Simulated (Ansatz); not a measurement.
Collinear states of MnFe2N2

Level of theory: DFT PBE, scalar-relativistic, plane waves, PAW in Ansatz 0.2.0.

```
Mn Fe N
1.0
     2.89414    0.00000    0.00000
    -1.44707    2.50640    0.00000
     0.00000    0.00000    6.29437
Mn Fe N
1 2 2
Cartesian
  0.0000 0.0000 3.1472
  1.4471 0.8355 1.0524
  0.0000 1.6709 5.2420
  1.4471 0.8355 4.4489
  0.0000 1.6709 1.8454
```

* plane-wave cutoff: 420 eV
* Γ-centred k-mesh: 12×12×6
* occupation rule: Gaussian smearing, 0.1 eV
* list of starting moments (μB, in atom order): 4 0 0 0 0
* check for lower electronic states after the SCF: off

Each order was relaxed in cell and atoms. A propagation vector, in units of the reciprocal vectors, doubles the cell, which takes an equally dense mesh. Site moments are spin moments in atom-centred spheres that scale with the neighbour distance. The states are those that the runs reached from these starts; a lower one can exist.

**Question.** Order the starts by the energy of the state that they reach, lowest first.
A. ferromagnetic
B. no spin
C. antiferromagnetic, doubled cell, propagation vector (0, 0, 1/2)

**Answer.** C (0.00 meV/atom), A (3.21 meV/atom), B (97.6 meV/atom).

| start | ends | energy above lowest (meV/atom) | site moments (μB) | gap on mesh (eV) | volume (Å³/atom) |
| --- | --- | --- | --- | --- | --- |
| no spin | non-magnetic | 97.6 | none over 0.05 | metal | 8.80 |
| ferromagnetic | ferromagnetic | 3.21 | Mn +2.36, Fe +0.11 (×2) | metal | 9.06 |
| antiferromagnetic, doubled cell, propagation vector (0, 0, 1/2) | antiferromagnetic | 0.00 | Mn +2.33, Fe +0.10 (×2), Mn -2.33, Fe -0.10 (×2) | metal | 9.05 |

Cost: 3 runs of about 5.6 core-minutes in all, on Arm Neoverse V2 (shared hosts).